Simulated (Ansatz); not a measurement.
Starting cell, ZnS (wurtzite):

```
ZnS
1.0
    3.84511     0.00000     0.00000
   -1.92255     3.32996     0.00000
    0.00000     0.00000     6.30566
Zn S
2 2
Direct
  0.66667   0.33333   0.99985
  0.33333   0.66667   0.49985
  0.66667   0.33333   0.62535
  0.33333   0.66667   0.12535
```

In each cell atom 3 (S, nearest neighbour Zn at 2.357 Å; its periodic images, 3.8 Å or more away, move with it) moves by s·(0.000, -0.942, -0.336) (towards the nearest neighbour), the rest being held.

Calculation: PBE (plane waves to 420 eV, PAW, scalar-relativistic; Ansatz, an electronic-structure program). k mesh 8×8×4 (Γ-centred), Fermi-Dirac smearing 0.05 eV. The energy includes the smearing's −TS. ZnS was relaxed with its symmetry unable to fall. ΔE is measured from the undisplaced structure.

Successive frames, forces in eV/Å:

```json
[
 {"frame": "s = 0.000 Å", "ΔE (meV/cell)": "0", "F on Zn1": "(0.000, 0.000, 0.000)", "F on Zn2": "(0.000, 0.000, 0.000)", "F on S3": "(0.000, 0.000, 0.000)", "F on S4": "(0.000, 0.000, 0.000)"},
 {"frame": "s = 0.094 Å", "ΔE (meV/cell)": "32", "F on Zn1": "(0.000, -0.033, -0.104)", "F on Zn2": "(0.000, -0.567, -0.098)", "F on S3": "(0.000, 0.650, 0.311)", "F on S4": "(0.000, -0.051, -0.108)"},
 {"frame": "s = 0.188 Å", "ΔE (meV/cell)": "144", "F on Zn1": "(0.000, -0.073, -0.193)", "F on Zn2": "(0.000, -1.414, -0.310)", "F on S3": "(0.000, 1.593, 0.723)", "F on S4": "(0.000, -0.106, -0.219)"}
]
```

**Question.** What are the energy and the forces in the next frame, s = 0.282 Å?

**Answer.** ΔE (meV/cell) = 373.

| atom | Fx | Fy | Fz |
|---|---|---|---|
| Zn1 | 0.000 | -0.115 | -0.263 |
| Zn2 | 0.000 | -2.654 | -0.681 |
| S3 | 0.000 | 2.937 | 1.277 |
| S4 | 0.000 | -0.168 | -0.334 |

(A displaced cell: forces are minus the slopes of the energy, force constants its curvatures, and phonons follow from these.)
